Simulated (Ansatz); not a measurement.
Starting cell, HfO2 (fluorite):

```xyz
3
Lattice="0.0000 2.5292 2.5292 2.5292 0.0000 2.5292 2.5292 2.5292 0.0000" Properties=species:S:1:pos:R:3 pbc="T T T"
Hf     0.0000     0.0000     0.0000
O      1.2646     1.2646     1.2646
O      3.7938     3.7938     3.7938
```

The atoms are displaced by Q × the pattern below (from a DFPT mode at Γ, largest move 1; Q in Å), at fixed cell. It is one choice among 3 degenerate patterns.

```tsv
atom	x	y	z
Hf1	0.000	0.000	0.179
O2	0.000	0.000	-1.000
O3	0.000	0.000	-1.000
```

Calculation: r2SCAN (plane waves to 500 eV, PAW, scalar-relativistic; Ansatz, an electronic-structure program). k mesh 11×11×11 (Γ-centred), Fermi-Dirac smearing 0.05 eV. Stress and pressure are positive under compression. HfO2 is run without spin polarisation. HfO2 was relaxed with its symmetry unable to fall. Spin-orbit coupling is left out, though Hf is heavy. This is a high-temperature form of HfO2. 

| Q (Å) | P (GPa) | −dE/dQ from forces (eV/Å) |
|---|---|---|
| -0.280 | 12.3 | 3.539 |
| -0.233 | 8.6 | 2.693 |
| -0.187 | (withheld) | (withheld) |
| -0.140 | 3.1 | (withheld) |
| -0.093 | 1.4 | 0.803 |
| -0.047 | 0.3 | 0.376 |
| 0.000 | 0.0 | 0.000 |
| 0.047 | 0.3 | -0.376 |
| 0.093 | 1.4 | -0.803 |
| 0.140 | 3.1 | (withheld) |
| 0.187 | (withheld) | (withheld) |
| 0.233 | 8.6 | -2.693 |
| 0.280 | 12.3 | -3.539 |

### Question
Fill in the missing entries.

### Answer

- -0.187, P (GPa): 5.5
- -0.187, −dE/dQ from forces (eV/Å): 1.950
- -0.140, −dE/dQ from forces (eV/Å): 1.321
- 0.140, −dE/dQ from forces (eV/Å): -1.321
- 0.187, P (GPa): 5.5
- 0.187, −dE/dQ from forces (eV/Å): -1.950

(For displaced atoms, the force is minus the slope of the energy, and its curvature is a force constant, which sets phonon frequencies.)
